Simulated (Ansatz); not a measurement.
A geometry of Ti₃Al away from equilibrium: the start of the relaxation of a generated cell, Ti3Al built in the D019 structure type. These are r2SCAN (plane waves to 500 eV, PAW, scalar-relativistic; Ansatz, an electronic-structure program) values and carry that method's errors. Γ-centred k-mesh 7×7×7 on the run's cell (coarser than for final values), Fermi–Dirac smearing 0.05 eV.

```xyz
8
Lattice="5.9530 0.0000 0.0000 -2.9765 5.1555 0.0000 0.0000 0.0000 4.7748" Properties=species:S:1:pos:R:3:forces:R:3 pbc="T T T" free_energy=-16108.816 pressure_GPa=-9.3
Ti     2.9765     3.4975     1.1937    0.0000   -0.8638    0.0000
Ti    -1.5406     4.3265     3.5811    0.7481   -0.4319    0.0000
Ti     1.4359     0.8290     1.1937    0.7481    0.4319    0.0000
Ti     0.0000     1.6580     3.5811    0.0000    0.8638    0.0000
Ti     4.5172     0.8290     1.1937   -0.7481    0.4319    0.0000
Ti     1.5406     4.3265     3.5811   -0.7481   -0.4319    0.0000
Al     0.0000     3.4370     1.1937    0.0000    0.0000    0.0000
Al     2.9765     1.7185     3.5811    0.0000    0.0000    0.0000
```

Positions in Å, forces in eV/Å, free energy of the cell in eV (comparable only within this code, potentials and settings). Largest force: 0.86 eV/Å, on Ti1, Ti2, Ti3, Ti4, Ti5, Ti6 (atoms numbered as listed); the geometry lies 0.09 eV/atom above the end of its relaxation.

No spin polarisation in the result.

The run could not lose the symmetry of its start; a randomly shaken copy of 8 atoms returns to this structure.
